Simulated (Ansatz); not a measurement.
# Relaxing an invented CdInI2 structure

All numbers below come from Ansatz 0.2.0, DFT PBE, scalar-relativistic, plane waves, PAW. Cutoff 420 eV, Gaussian smearing, Γ-centred meshes. Cell and atoms relax first on a coarse mesh and then on a finer one. In between, the cell is made exact in the group found at 0.06 Å. In metals the finer mesh still leaves noise of several meV/atom or more. The steps can't lower the symmetry of their start. No spin polarisation.

A trial structure of CdInI2 was built thus: close-packed anion layers stacked AB, repeated with a shift to C, with sites between them filled layer by layer (R-3m, No. 166) (elements of the layers in order: I I). Lengths were set from tabulated atomic sizes, so they are only a guess.

```cif
data_structure
_symmetry_space_group_name_H-M 'R-3m:H'
_symmetry_Int_Tables_number 166
_cell_length_a 4.3202
_cell_length_b 4.3202
_cell_length_c 21.3537
_cell_angle_alpha 90.000
_cell_angle_beta 90.000
_cell_angle_gamma 120.000
_cell_volume 345.15
loop_
_atom_site_label
_atom_site_type_symbol
_atom_site_symmetry_multiplicity
_atom_site_Wyckoff_symbol
_atom_site_fract_x
_atom_site_fract_y
_atom_site_fract_z
_atom_site_occupancy
Cd1 Cd 3 b 0.33333 0.66667 0.16667 1
In1 In 3 a 0.00000 0.00000 0.00000 1
I1 I 6 c 0.66667 0.33333 0.08333 1
```

Energies over the elements count from the elements' standard structures at the same level, with no fitted energy shifts.

**Question.** Which structure results?

**Answer.** The symmetry stays R-3m (No. 166). The volume per atom grows by 34.7 %, from 28.8 to 38.7 Å³. The shortest distance goes from 3.06 Å (Cd–I and In–I) to 3.33 Å (Cd–I). The energy falls by about 0.25 eV/atom (the start's value is from the coarse mesh). Conventional cell: a = 4.751 Å, c = 23.780 Å. Cd has 6 I at 3.33 Å; In is surrounded by 6 I at 3.44 Å; I is surrounded by 3 Cd at 3.33 Å and 3 In at 3.44 Å.

```xyz
4
Lattice="2.3756 1.3715 7.9268 -2.3756 1.3715 7.9268 0.0000 -2.7431 7.9268" Properties=species:S:1:pos:R:3 pbc="T T T"
Cd    0.0000    0.0000   11.8902
In    0.0000    0.0000    0.0000
I     0.0000    0.0000   17.9359
I     0.0000    0.0000    5.8444
```

**Question.** How does it come out in energy, and is it a metal?

**Answer.** The energy over the elements is −0.28 eV/atom and the gap on the 12×12×12 mesh of the 4-atom cell is 0 eV (a metal).

A negative formation energy is needed for stability but isn't enough: competing phases decide.

The last run used Gaussian smearing of 0.10 eV. These runs have no spin–orbit coupling, which can matter for I. An odd number of electrons in the primitive cell allows no gap without spin; a larger cell or a magnetic state could open one. The cell is a metal run without spin; a magnetic state may lie lower. The reference form of I is held partly by dispersion forces, which this level lacks. Symmetry constrained the relaxation, so the result can be a saddle point. In all, the 3 runs took 6.8 min on 1 thread of Intel(R) Xeon(R) Processor @ 2.70GHz, with other jobs on the host.
